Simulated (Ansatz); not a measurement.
GeMo2C: computed property card

GeMo2C:
```yaml
crystal:
  lattice:
    - [3.09939, 0.00000, 0.00000]
    - [-1.54970, 2.68415, 0.00000]
    - [0.00000, 0.00000, 12.53395]
  atoms:
    - { symbol: Ge, position: [0.66667, 0.33333, 0.25000] }
    - { symbol: Ge, position: [0.33333, 0.66667, 0.75000] }
    - { symbol: Mo, position: [0.66667, 0.33333, 0.91041] }
    - { symbol: Mo, position: [0.33333, 0.66667, 0.08959] }
    - { symbol: Mo, position: [0.33333, 0.66667, 0.41041] }
    - { symbol: Mo, position: [0.66667, 0.33333, 0.58959] }
    - { symbol: C, position: [0.00000, 0.00000, 0.00000] }
    - { symbol: C, position: [0.00000, 0.00000, 0.50000] }
```

Space group P6_3/mmc (No. 194); conventional cell a = 3.099 Å, b = 3.099 Å, c = 12.534 Å, α = 90.00°, β = 90.00°, γ = 120.00°.

Method: DFT-PBEsol in the program Ansatz with PAW potentials. Structure relaxed to zero pressure with the same functional. Other levels are named where they apply.

**Cell and energy**

```json
{
 "volume_per_atom": "13.03 Å³",
 "density": "8.81 g/cm³",
 "Formation energy from the elements (no fitted shifts)": "-0.16 eV/atom"
}
```

**Electronic structure**

```json
{
 "electronic_character": "metallic (no gap)",
 "Density of states at the Fermi level": "0.56 states/eV per atom (mean over ±0.08 eV)"
}
```

**Mechanics**

```json
{
  "Bulk modulus (Birch–Murnaghan fit)": "228 GPa",
  "Pressure derivative B′": "4.7",
  "Elastic constants (relaxed ions, GPa)": "C11 = 323, C12 = 157, C13 = 191, C33 = 344, C44 = 114",
  "mechanical_stability": "stable (all eigenvalues of C positive)",
  "hill_bulk_and_shear_moduli": "229 and 90.2 GPa",
  "Young's modulus": "239 GPa",
  "Poisson's ratio": "0.33",
  "debye_temperature_from_the_elastic_constants": "454 K"
}
```

The start of the workflow was typed in or built on a structure type; neither database checked (COD, Materials Project) lists it. Its standing as an ambient phase is unchecked. Symmetry was held in the PBEsol relaxation; whether a distortion lowers the energy is not shown. The run is not spin-polarised. As this level gives no gap, shear constants depend on the k-mesh and smearing (Fermi–Dirac, 0.1 eV here). The references are the lowest solids computed at this level, not always the standard phases. Scalar-relativistic: spin–orbit coupling is off unless named, which matters more the heavier the elements.

Potentials: the earlier of the program's two PAW sets. The files were generated under PBE; for other functionals the program regenerates the frozen cores, and for LDA and PBEsol the local potential too.
